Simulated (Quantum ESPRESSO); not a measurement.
## Al7InAs8 (finding a planted mistake in a log)

Computed values, not a measurement. The program is pw.x of Quantum ESPRESSO 7.5 (plane-wave density functional theory). The cell is made up: 16 atoms on a doubled zincblende/diamond lattice, with randomly drawn elements, strain and displacements, not relaxed. PseudoDojo standard norm-conserving files (v0.5 for PBE, v0.4.1 for LDA and PBEsol) set the functional; there is no spin polarisation, spin-orbit coupling or dispersion term, and the masses in the input are unused placeholders.

Intended input:

```
&control calculation='scf', pseudo_dir='./dojo.nc.sr.pbe.v0_5.standard.upf', outdir='./o', disk_io='low', tprnfor=.true., tstress=.true. /
&system ibrav=0, nat=16, ntyp=3, nbnd=83, ecutwfc=84.00895049, nosym=.true., tot_charge=0,
 occupations='smearing', smearing='fd', degauss=0.0018374661
/
&electrons conv_thr=7.350e-09, electron_maxstep=60, /
ATOMIC_SPECIES
Al 1.0 Al.upf
As 1.0 As.upf
In 1.0 In.upf
CELL_PARAMETERS angstrom
5.6642 0.0 0.0
0.0 5.6642 0.0
0.0 0.0 11.3285
ATOMIC_POSITIONS angstrom
Al -0.0395 0.214 -0.0741
Al -0.1159 2.6845 2.7657
Al 2.7512 0.0557 2.9572
Al 2.8075 3.0452 -0.1672
Al 0.0432 0.0014 5.7602
Al -0.0379 2.8487 8.3491
Al 2.8152 -0.0981 8.5952
In 2.7168 2.8776 5.7265
As 1.2937 1.6587 1.4641
As 1.2531 4.1451 4.3476
As 4.1941 1.5441 4.1633
As 4.2531 4.3017 1.5125
As 1.4388 1.3926 7.224
As 1.4124 4.2566 9.8391
As 4.1673 1.6944 10.0111
As 4.3082 4.3414 7.0936
K_POINTS automatic
4 4 2 1 1 1
```

The log is shortened where brackets say so; the opening notice, blank lines, dates and the lines on written files are dropped, and the path of the files is cut. It prints rydbergs, bohrs and kilobars, and counts compression as positive stress.

Log of the intended run:

```
     Program PWSCF v.7.5
     Parallel version (MPI & OpenMP), running on       4 processor cores
     Number of MPI processes:                 4
     Threads/MPI process:                     1
     [start-up lines left out]
     bravais-lattice index     =            0
     lattice parameter (alat)  =      10.7038  a.u.
     unit-cell volume          =    2452.7098 (a.u.)^3
     number of atoms/cell      =           16
     number of atomic types    =            3
     number of electrons       =       154.00
     number of Kohn-Sham states=           83
     kinetic-energy cutoff     =      84.0090  Ry
     charge density cutoff     =     336.0358  Ry
     scf convergence threshold =      7.3E-09
     mixing beta               =       0.7000
     number of iterations used =            8  plain     mixing
     Exchange-correlation= PBE
                           (   1   4   3   4   0   0   0)
     [axes and pseudopotential details left out]
   Cartesian axes
     site n.     atom                  positions (alat units)
         1        Al     tau(   1) = (  -0.0069736   0.0377812  -0.0130822  )
         2        Al     tau(   2) = (  -0.0204618   0.4739416   0.4882773  )
         3        Al     tau(   3) = (   0.4857173   0.0098337   0.5220861  )
         4        Al     tau(   4) = (   0.4956569   0.5376223  -0.0295187  )
         5        Al     tau(   5) = (   0.0076268   0.0002472   1.0169486  )
         6        Al     tau(   6) = (  -0.0066911   0.5029307   1.4740122  )
         7        Al     tau(   7) = (   0.4970163  -0.0173193   1.5174605  )
         8        In     tau(   8) = (   0.4796441   0.5080329   1.0109989  )
         9        As     tau(   9) = (   0.2283994   0.2928392   0.2584831  )
        10        As     tau(  10) = (   0.2212316   0.7318068   0.7675576  )
        11        As     tau(  11) = (   0.7404576   0.2726069   0.7350199  )
        12        As     tau(  12) = (   0.7508739   0.7594541   0.2670280  )
        13        As     tau(  13) = (   0.2540165   0.2458600   1.2753787  )
        14        As     tau(  14) = (   0.2493556   0.7514918   1.7370679  )
        15        As     tau(  15) = (   0.7357261   0.2991420   1.7674341  )
        16        As     tau(  16) = (   0.7606017   0.7664630   1.2523569  )
     number of k points=    16  Fermi-Dirac smearing, width (Ry)=  0.0018
                       cart. coord. in units 2pi/alat
        k(    1) = (   0.1250000   0.1250000   0.1249989), wk =   0.1250000
        k(    2) = (   0.1250000   0.1250000  -0.1249989), wk =   0.1250000
     [further k points left out]
     Dense  grid:   255097 G-vectors     FFT dimensions: (  64,  64, 125)
     Estimated max dynamical RAM per process >     666.50 MB
     Estimated total dynamical RAM >       2.42 GB
     Initial potential from superposition of free atoms
     starting charge     153.9771, renormalised to     154.0000
     Starting wfcs are  109 randomized atomic wfcs
     total cpu time spent up to now is       12.4 secs
     per-process dynamical memory:   454.0 Mb
     Self-consistent Calculation
     iteration #  1     ecut=    84.01 Ry     beta= 0.70
     Davidson diagonalization with overlap
     ethr =  1.00E-02,  avg # of iterations =  4.0
     Threshold (ethr) on eigenvalues was too large:
     Diagonalizing with lowered threshold
     Davidson diagonalization with overlap
     ethr =  3.60E-04,  avg # of iterations =  2.0
     total cpu time spent up to now is       62.7 secs
     total energy              =   -1862.61645408 Ry
     estimated scf accuracy    <       0.58681576 Ry
     iteration #  2     ecut=    84.01 Ry     beta= 0.70
     Davidson diagonalization with overlap
     ethr =  3.81E-04,  avg # of iterations =  7.8
     total cpu time spent up to now is       89.9 secs
     total energy              =   -1862.62919508 Ry
     estimated scf accuracy    <       0.30576614 Ry
     [iterations 3 to 11 left out]
     iteration # 12     ecut=    84.01 Ry     beta= 0.70
     Davidson diagonalization with overlap
     ethr =  1.52E-10,  avg # of iterations =  2.1
     total cpu time spent up to now is      301.7 secs
     total energy              =   -1862.74635804 Ry
     estimated scf accuracy    <       0.00000002 Ry
     iteration # 13     ecut=    84.01 Ry     beta= 0.70
     Davidson diagonalization with overlap
     ethr =  1.36E-11,  avg # of iterations =  4.9
     total cpu time spent up to now is      322.6 secs
     End of self-consistent calculation
     [lines on levels left out]
!    total energy              =   -1862.74635805 Ry
     estimated scf accuracy    <          3.2E-09 Ry
     smearing contrib. (-TS)   =      -0.00000000 Ry
     internal energy E=F+TS    =   -1862.74635805 Ry
     The total energy is F=E-TS. E is the sum of the following terms:
     one-electron contribution =   -1154.11361173 Ry
     hartree contribution      =     646.54070665 Ry
     xc contribution           =    -435.84340503 Ry
     ewald contribution        =    -919.33004794 Ry
     convergence has been achieved in  13 iterations
     Forces acting on atoms (cartesian axes, Ry/au):
     atom    1 type  1   force =     0.00517076   -0.02817400    0.03821393
     atom    2 type  1   force =    -0.02365802    0.10508865    0.03576050
     atom    3 type  1   force =    -0.02303177   -0.01660780   -0.02794859
     atom    4 type  1   force =    -0.01326603    0.01131974    0.12982300
     atom    5 type  1   force =    -0.00908921    0.04171786   -0.04199121
     atom    6 type  1   force =    -0.00169688    0.00086571    0.04974016
     atom    7 type  1   force =     0.04777872    0.06104584   -0.01042505
     atom    8 type  3   force =     0.05776160   -0.01322269    0.01810616
     atom    9 type  2   force =     0.10928194   -0.08505366   -0.08322819
     atom   10 type  2   force =    -0.04348358    0.07093976   -0.08519869
     atom   11 type  2   force =     0.00459985   -0.08066221    0.06365065
     atom   12 type  2   force =    -0.01975439    0.03130686   -0.04131622
     atom   13 type  2   force =    -0.02027779   -0.05128743    0.01059389
     atom   14 type  2   force =    -0.08741519    0.02242305    0.00268983
     atom   15 type  2   force =     0.03882763   -0.08446424   -0.08136626
     atom   16 type  2   force =    -0.02174765    0.01476455    0.02289611
     Total force =     0.362842     Total SCF correction =     0.000400
     Computing stress (Cartesian axis) and pressure
          total   stress  (Ry/bohr**3)                   (kbar)     P=       65.93
   0.00050216  -0.00014217  -0.00012936           73.87      -20.91      -19.03
  -0.00014217   0.00040805  -0.00005941          -20.91       60.03       -8.74
  -0.00012936  -0.00005941   0.00043425          -19.03       -8.74       63.88
     init_run     :     11.53s CPU     12.18s WALL (       1 calls)
     electrons    :    301.59s CPU    310.29s WALL (       1 calls)
     forces       :      4.11s CPU      4.27s WALL (       1 calls)
     stress       :     12.02s CPU     12.45s WALL (       1 calls)
     [timing details left out]
     PWSCF        :   5m29.50s CPU   5m39.63s WALL
     JOB DONE.
```

A second run was made from an input with one planted mistake. Its log:

```
     Program PWSCF v.7.5
     Parallel version (MPI & OpenMP), running on       4 processor cores
     Number of MPI processes:                 4
     Threads/MPI process:                     1
     [start-up lines left out]
     bravais-lattice index     =            0
     lattice parameter (alat)  =      10.7038  a.u.
     unit-cell volume          =    2452.7098 (a.u.)^3
     number of atoms/cell      =           16
     number of atomic types    =            3
     number of electrons       =       154.00
     number of Kohn-Sham states=           83
     kinetic-energy cutoff     =      84.0090  Ry
     charge density cutoff     =     336.0358  Ry
     scf convergence threshold =      7.3E-09
     mixing beta               =       0.7000
     number of iterations used =            8  plain     mixing
     Exchange-correlation= PBE
                           (   1   4   3   4   0   0   0)
     [axes and pseudopotential details left out]
   Cartesian axes
     site n.     atom                  positions (alat units)
         1        Al     tau(   1) = (  -0.0069736   0.0377812  -0.0130822  )
         2        Al     tau(   2) = (  -0.0204618   0.4739416   0.4882773  )
         3        Al     tau(   3) = (   0.4857173   0.0098337   0.5220861  )
         4        Al     tau(   4) = (   0.4956569   0.5376223  -0.0295187  )
         5        Al     tau(   5) = (   0.0076268   0.0002472   1.0169486  )
         6        Al     tau(   6) = (  -0.0066911   0.5029307   1.4740122  )
         7        Al     tau(   7) = (   0.4970163  -0.0173193   1.5174605  )
         8        In     tau(   8) = (   0.4796441   0.5080329   1.0109989  )
         9        As     tau(   9) = (   0.2283994   0.2928392   0.2584831  )
        10        As     tau(  10) = (   0.2212316   0.7318068   0.7675576  )
        11        As     tau(  11) = (   0.7404576   0.2726069   0.7350199  )
        12        As     tau(  12) = (   0.7508739   0.7594541   0.2670280  )
        13        As     tau(  13) = (   0.2540165   0.2458600   1.2753787  )
        14        As     tau(  14) = (   0.2493556   0.7514918   1.7370679  )
        15        As     tau(  15) = (   0.7357261   0.2991420   1.7674341  )
        16        As     tau(  16) = (   0.7606017   0.7664630   1.2523569  )
     number of k points=     1  Fermi-Dirac smearing, width (Ry)=  0.0018
                       cart. coord. in units 2pi/alat
        k(    1) = (  -0.5000000  -0.5000000  -0.2499978), wk =   2.0000000
     Dense  grid:   255097 G-vectors     FFT dimensions: (  64,  64, 125)
     Estimated max dynamical RAM per process >     504.94 MB
     Estimated total dynamical RAM >       1.79 GB
     Initial potential from superposition of free atoms
     starting charge     153.9771, renormalised to     154.0000
     Starting wfcs are  109 randomized atomic wfcs
     total cpu time spent up to now is        4.0 secs
     per-process dynamical memory:   287.8 Mb
     Self-consistent Calculation
     iteration #  1     ecut=    84.01 Ry     beta= 0.70
     Davidson diagonalization with overlap
     ethr =  1.00E-02,  avg # of iterations =  3.0
     Threshold (ethr) on eigenvalues was too large:
     Diagonalizing with lowered threshold
     Davidson diagonalization with overlap
     ethr =  4.52E-04,  avg # of iterations =  2.0
     total cpu time spent up to now is       13.8 secs
     total energy              =   -1862.21680733 Ry
     estimated scf accuracy    <       0.73396042 Ry
     iteration #  2     ecut=    84.01 Ry     beta= 0.70
     Davidson diagonalization with overlap
     ethr =  4.77E-04,  avg # of iterations =  6.0
     total cpu time spent up to now is       19.1 secs
     total energy              =   -1862.24532632 Ry
     estimated scf accuracy    <       0.35195940 Ry
     [iterations 3 to 11 left out]
     iteration # 12     ecut=    84.01 Ry     beta= 0.70
     Davidson diagonalization with overlap
     ethr =  1.28E-10,  avg # of iterations =  2.0
     total cpu time spent up to now is       70.7 secs
     total energy              =   -1862.37925410 Ry
     estimated scf accuracy    <       0.00000002 Ry
     iteration # 13     ecut=    84.01 Ry     beta= 0.70
     Davidson diagonalization with overlap
     ethr =  1.32E-11,  avg # of iterations =  4.0
     total cpu time spent up to now is       75.9 secs
     End of self-consistent calculation
     [lines on levels left out]
!    total energy              =   -1862.37925411 Ry
     estimated scf accuracy    <          3.6E-09 Ry
     smearing contrib. (-TS)   =       0.00000000 Ry
     internal energy E=F+TS    =   -1862.37925411 Ry
     The total energy is F=E-TS. E is the sum of the following terms:
     one-electron contribution =   -1155.28591554 Ry
     hartree contribution      =     648.24712931 Ry
     xc contribution           =    -436.01041995 Ry
     ewald contribution        =    -919.33004794 Ry
     convergence has been achieved in  13 iterations
     Forces acting on atoms (cartesian axes, Ry/au):
     atom    1 type  1   force =     0.00496660   -0.02929400    0.04100174
     atom    2 type  1   force =    -0.02552420    0.11065816    0.03293307
     atom    3 type  1   force =    -0.02176694   -0.01397750   -0.02692297
     atom    4 type  1   force =    -0.01432493    0.00795240    0.12454145
     atom    5 type  1   force =    -0.01004905    0.04339550   -0.04038925
     atom    6 type  1   force =     0.00225926    0.00174184    0.04634422
     atom    7 type  1   force =     0.04769989    0.06573922   -0.01082259
     atom    8 type  3   force =     0.06069129   -0.01032024    0.01360637
     atom    9 type  2   force =     0.11270549   -0.09209565   -0.08006791
     atom   10 type  2   force =    -0.03750220    0.07547646   -0.08370801
     atom   11 type  2   force =    -0.00248050   -0.08932195    0.04755181
     atom   12 type  2   force =    -0.01989216    0.03471308   -0.03611073
     atom   13 type  2   force =    -0.02258735   -0.04830607    0.01669289
     atom   14 type  2   force =    -0.08889281    0.02835456    0.00151156
     atom   15 type  2   force =     0.03792858   -0.09210448   -0.07121204
     atom   16 type  2   force =    -0.02323100    0.00738868    0.02505040
     Total force =     0.364801     Total SCF correction =     0.000411
     Computing stress (Cartesian axis) and pressure
          total   stress  (Ry/bohr**3)                   (kbar)     P=       87.29
   0.00066037  -0.00013333  -0.00013788           97.14      -19.61      -20.28
  -0.00013333   0.00054679  -0.00006135          -19.61       80.44       -9.03
  -0.00013788  -0.00006135   0.00057306          -20.28       -9.03       84.30
     init_run     :      3.57s CPU      3.88s WALL (       1 calls)
     electrons    :     70.06s CPU     72.04s WALL (       1 calls)
     forces       :      1.54s CPU      1.68s WALL (       1 calls)
     stress       :      3.26s CPU      3.43s WALL (       1 calls)
     [timing details left out]
     PWSCF        :   1m18.54s CPU   1m21.23s WALL
     JOB DONE.
```

Question: what was wrong in the second input?

Answer: the k-point mesh is too coarse. The input lines that differ, file-writing options aside:

```
- 4 4 2 1 1 1
+ 1 1 1 1 1 1
```

|  | intended run | run with the mistake |
| --- | --- | --- |
| free energy (eV) | -25343.955 | -25338.961 |
| smearing term -TS (eV) | 0.0000 | 0.0000 |
| pressure (GPa) | 6.59 | 8.73 |
| largest force component (eV/Å) | 3.338 | 3.202 |
| largest change of a force component (eV/Å) |  | 0.414 |
| iterations | 13 | 13 |

For scale, a rerun of the intended cell at a cutoff of 1437 eV and k mesh 6 x 6 x 4 moved values by no more than 0.016 eV in energy, 0.02 GPa in stress and 0.003 eV/Å in force.